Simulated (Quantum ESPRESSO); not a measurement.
## NbZrTaO6F2 (input and log of a self-consistent run)

A calculation, not a measurement. The program is pw.x of Quantum ESPRESSO 7.5 (plane-wave density functional theory). The cell is made up: 11 atoms on a fluorite lattice with one site empty, with randomly drawn elements, strain and displacements, not relaxed. PseudoDojo standard norm-conserving files (v0.5 for PBE, v0.4.1 for LDA and PBEsol) set the functional; there is no spin polarisation, spin-orbit coupling or dispersion term, and the masses in the input are unused placeholders.

Input:

```
&control calculation='scf', pseudo_dir='./dojo.nc.sr.pbe.v0_5.standard.upf', outdir='./o', disk_io='low', tprnfor=.true., tstress=.true. /
&system ibrav=0, nat=11, ntyp=5, nbnd=50, ecutwfc=84.00895049, nosym=.true., tot_charge=0,
 occupations='smearing', smearing='fd', degauss=0.0018374661
/
&electrons conv_thr=7.350e-09, electron_maxstep=60, /
ATOMIC_SPECIES
F 1.0 F.upf
Nb 1.0 Nb.upf
O 1.0 O.upf
Ta 1.0 Ta.upf
Zr 1.0 Zr.upf
CELL_PARAMETERS angstrom
5.1793 0.028 -0.0553
0.028 5.1129 -0.023
-0.0553 -0.023 5.0795
ATOMIC_POSITIONS angstrom
Nb -0.0058 -0.0203 -0.0655
Zr 0.075 2.4859 2.5669
Ta 2.502 -0.014 2.5597
O 1.3249 1.3075 1.2663
O 1.2437 1.2328 3.7317
O 1.357 3.9102 1.3135
O 1.2653 3.8208 3.7969
O 3.989 1.2295 1.2566
O 3.8178 1.3138 3.7594
F 3.8766 3.9663 1.1722
F 3.9244 3.7359 3.7637
K_POINTS automatic
4 4 4 1 1 1
```

The log is shortened where brackets say so; the opening notice, blank lines, dates and the lines on written files are dropped, and the path of the files is cut. It prints rydbergs, bohrs and kilobars, and counts compression as positive stress. With no partly filled state, the Fermi energy that it prints is only some level between the filled and the empty states on the mesh, and need not lie in the true gap.

```
     Program PWSCF v.7.5
     Parallel version (MPI & OpenMP), running on       4 processor cores
     Number of MPI processes:                 4
     Threads/MPI process:                     1
     [start-up lines left out]
     bravais-lattice index     =            0
     lattice parameter (alat)  =       9.7882  a.u.
     unit-cell volume          =     907.5780 (a.u.)^3
     number of atoms/cell      =           11
     number of atomic types    =            5
     number of electrons       =        88.00
     number of Kohn-Sham states=           50
     kinetic-energy cutoff     =      84.0090  Ry
     charge density cutoff     =     336.0358  Ry
     scf convergence threshold =      7.3E-09
     mixing beta               =       0.7000
     number of iterations used =            8  plain     mixing
     Exchange-correlation= PBE
                           (   1   4   3   4   0   0   0)
     [axes and pseudopotential details left out]
   Cartesian axes
     site n.     atom                  positions (alat units)
         1        Nb     tau(   1) = (  -0.0011198  -0.0039192  -0.0126456  )
         2        Zr     tau(   2) = (   0.0144797   0.4799340   0.4955720  )
         3        Ta     tau(   3) = (   0.4830423  -0.0027029   0.4941820  )
         4        O      tau(   4) = (   0.2557885   0.2524292   0.2444750  )
         5        O      tau(   5) = (   0.2401118   0.2380074   0.7204512  )
         6        O      tau(   6) = (   0.2619858   0.7549128   0.2535875  )
         7        O      tau(   7) = (   0.2442819   0.7376530   0.7330389  )
         8        O      tau(   8) = (   0.7701261   0.2373703   0.2426023  )
         9        O      tau(   9) = (   0.7370739   0.2536455   0.7257990  )
        10        F      tau(  10) = (   0.7484259   0.7657436   0.2263078  )
        11        F      tau(  11) = (   0.7576543   0.7212620   0.7266292  )
     number of k points=    32  Fermi-Dirac smearing, width (Ry)=  0.0018
                       cart. coord. in units 2pi/alat
        k(    1) = (   0.1257066   0.1265261   0.1294065), wk =   0.0625000
        k(    2) = (   0.1284228   0.1276582   0.3843714), wk =   0.0625000
     [further k points left out]
     Dense  grid:    94401 G-vectors     FFT dimensions: (  60,  60,  60)
     Estimated max dynamical RAM per process >     231.87 MB
     Estimated total dynamical RAM >     858.35 MB
     Initial potential from superposition of free atoms
     starting charge      87.9944, renormalised to      88.0000
     Starting wfcs are   62 randomized atomic wfcs
     total cpu time spent up to now is        3.3 secs
     per-process dynamical memory:   167.2 Mb
     Self-consistent Calculation
     iteration #  1     ecut=    84.01 Ry     beta= 0.70
     Davidson diagonalization with overlap
     ethr =  1.00E-02,  avg # of iterations =  2.0
     total cpu time spent up to now is        7.9 secs
     total energy              =    -650.49647469 Ry
     estimated scf accuracy    <       6.10165793 Ry
     iteration #  2     ecut=    84.01 Ry     beta= 0.70
     Davidson diagonalization with overlap
     ethr =  6.93E-03,  avg # of iterations =  6.0
     total cpu time spent up to now is       17.3 secs
     total energy              =    -645.86290398 Ry
     estimated scf accuracy    <      56.13348396 Ry
     iteration #  3     ecut=    84.01 Ry     beta= 0.70
     Davidson diagonalization with overlap
     ethr =  6.93E-03,  avg # of iterations =  5.9
     total cpu time spent up to now is       25.3 secs
     total energy              =    -653.85857126 Ry
     estimated scf accuracy    <       1.71469853 Ry
     iteration #  4     ecut=    84.01 Ry     beta= 0.70
     Davidson diagonalization with overlap
     ethr =  1.95E-03,  avg # of iterations =  1.9
     total cpu time spent up to now is       30.1 secs
     total energy              =    -653.82529185 Ry
     estimated scf accuracy    <       0.83877106 Ry
     iteration #  5     ecut=    84.01 Ry     beta= 0.70
     Davidson diagonalization with overlap
     ethr =  9.53E-04,  avg # of iterations =  1.3
     total cpu time spent up to now is       34.8 secs
     total energy              =    -653.72740804 Ry
     estimated scf accuracy    <       0.41334587 Ry
     [iterations 6 to 13 left out]
     iteration # 14     ecut=    84.01 Ry     beta= 0.70
     Davidson diagonalization with overlap
     ethr =  1.06E-08,  avg # of iterations =  5.0
     total cpu time spent up to now is       96.9 secs
     total energy              =    -653.80380455 Ry
     estimated scf accuracy    <       0.00000615 Ry
     iteration # 15     ecut=    84.01 Ry     beta= 0.70
     Davidson diagonalization with overlap
     ethr =  6.99E-09,  avg # of iterations =  2.2
     total cpu time spent up to now is      103.5 secs
     total energy              =    -653.80380548 Ry
     estimated scf accuracy    <       0.00000029 Ry
     iteration # 16     ecut=    84.01 Ry     beta= 0.70
     Davidson diagonalization with overlap
     ethr =  3.25E-10,  avg # of iterations =  5.2
     total cpu time spent up to now is      111.3 secs
     total energy              =    -653.80380567 Ry
     estimated scf accuracy    <       0.00000051 Ry
     iteration # 17     ecut=    84.01 Ry     beta= 0.70
     Davidson diagonalization with overlap
     ethr =  3.25E-10,  avg # of iterations =  2.0
     total cpu time spent up to now is      116.1 secs
     total energy              =    -653.80380563 Ry
     estimated scf accuracy    <       0.00000020 Ry
     iteration # 18     ecut=    84.01 Ry     beta= 0.70
     Davidson diagonalization with overlap
     ethr =  2.28E-10,  avg # of iterations =  2.8
     total cpu time spent up to now is      121.5 secs
     End of self-consistent calculation
          k = 0.1257 0.1265 0.1294 ( 11780 PWs)   bands (ev):
   -60.5469 -47.6987 -39.5968 -26.9255 -26.8199 -26.7099 -23.7738 -23.5760
   -23.5310 -17.9756 -17.7773 -17.6104 -15.2524 -14.6918  -8.6113  -7.8039
    -7.6640  -7.4424  -7.2391  -6.7025   1.4620   1.9399   2.3674   2.5270
     2.8660   3.8626   4.3097   4.5849   4.6867   4.9654   5.0084   5.0694
     5.6314   6.2350   6.6746   6.8787   7.1298   7.5928   7.8041   8.0186
     8.2761   8.5873   8.9200   9.4238  10.1391  10.4076  11.1567  11.4406
    12.1628  12.3436
     [levels at the other k points left out]
     the Fermi energy is     9.7812 ev
!    total energy              =    -653.80380566 Ry
     estimated scf accuracy    <          6.5E-09 Ry
     smearing contrib. (-TS)   =      -0.00000003 Ry
     internal energy E=F+TS    =    -653.80380563 Ry
     The total energy is F=E-TS. E is the sum of the following terms:
     one-electron contribution =    -189.48189944 Ry
     hartree contribution      =     141.33335826 Ry
     xc contribution           =    -147.24221947 Ry
     ewald contribution        =    -458.41304498 Ry
     convergence has been achieved in  18 iterations
     Forces acting on atoms (cartesian axes, Ry/au):
     atom    1 type  2   force =     0.09706881    0.16607665    0.04653791
     atom    2 type  5   force =     0.05591834   -0.09860053   -0.05204708
     atom    3 type  4   force =    -0.15334529    0.13260270   -0.05780470
     atom    4 type  3   force =     0.01014564   -0.07048830    0.01624766
     atom    5 type  3   force =    -0.01540694   -0.08487062    0.00761951
     atom    6 type  3   force =    -0.03365083    0.05119783    0.02518988
     atom    7 type  3   force =    -0.01570707    0.07544777    0.00353492
     atom    8 type  3   force =     0.02473506   -0.06484946    0.00548363
     atom    9 type  3   force =     0.03864509   -0.12748011   -0.00406628
     atom   10 type  1   force =     0.01505918   -0.02621637    0.01910777
     atom   11 type  1   force =    -0.02346199    0.04718044   -0.00980322
     Total force =     0.386136     Total SCF correction =     0.000186
     Computing stress (Cartesian axis) and pressure
          total   stress  (Ry/bohr**3)                   (kbar)     P=     -168.10
  -0.00144513  -0.00014491  -0.00000330         -212.59      -21.32       -0.49
  -0.00014491  -0.00101613   0.00002119          -21.32     -149.48        3.12
  -0.00000330   0.00002119  -0.00096682           -0.49        3.12     -142.22
     init_run     :      3.03s CPU      3.17s WALL (       1 calls)
     electrons    :    117.40s CPU    118.24s WALL (       1 calls)
     forces       :      1.16s CPU      1.20s WALL (       1 calls)
     stress       :      3.97s CPU      4.00s WALL (       1 calls)
     [timing details left out]
     PWSCF        :   2m 5.72s CPU   2m 6.85s WALL
     JOB DONE.
```

In other units: free energy -8895.454 eV for the cell, pressure -16.81 GPa, largest force component 4.270 eV/Å. A rerun of a related cell, with the same atoms placed differently, at 1467 eV and a 6 x 6 x 6 mesh moved values by no more than 0.002 eV in energy, 0.06 GPa in stress and 0.010 eV/Å in force.